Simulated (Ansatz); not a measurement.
SiBi2O5 in space group Cmc2_1 (No. 36; Pearson symbol oS32), PBEsol in the plane-wave PAW code Ansatz. The conduction-band minimum lies at Y, with 1 equivalent valley. Second derivatives d²E/dk² of the lowest band at one valley (eV·Å²), along Cartesian directions:

| direction | d²E/dk² |
|---|---|
| [100] | 4.415 |
| [010] | 18.26 |
| [001] | 18.80 |
| [110] | 11.34 |
| [101] | 11.61 |
| [011] | 18.53 |

Task: Find the principal effective masses, the density-of-states mass and the conductivity mass.

Result: Off-diagonal terms follow from H_xy = H[110] − (H_xx + H_yy)/2, and m*/mₑ = 7.620 eV·Å² over each eigenvalue: 0.41, 0.42, 1.7. One valley's DOS mass (m₁m₂m₃)^(1/3) = 0.66, conductivity mass 3/(Σ 1/mᵢ) = 0.55 mₑ.

Task: What effective density of states Nc follows at 300 K for parabolic valleys?

Result: Nc = 2.509e19 × 1 × (0.66)^(3/2) ≈ 1.3e19 cm⁻³.

The first step of the workflow began from a Materials Project structure, measured or hypothetical; the Crystallography Open Database copy checked does not list it. Its standing as an ambient phase is unchecked. The cell was relaxed with PBEsol under the symmetry of its start; of distortions, only those at the zone centre were tested. Spin–orbit coupling is left out wherever it is not named.

Potentials: the later of the program's two PAW sets.

Edges and masses are those of Kohn–Sham bands, whose gap is no quasiparticle gap.
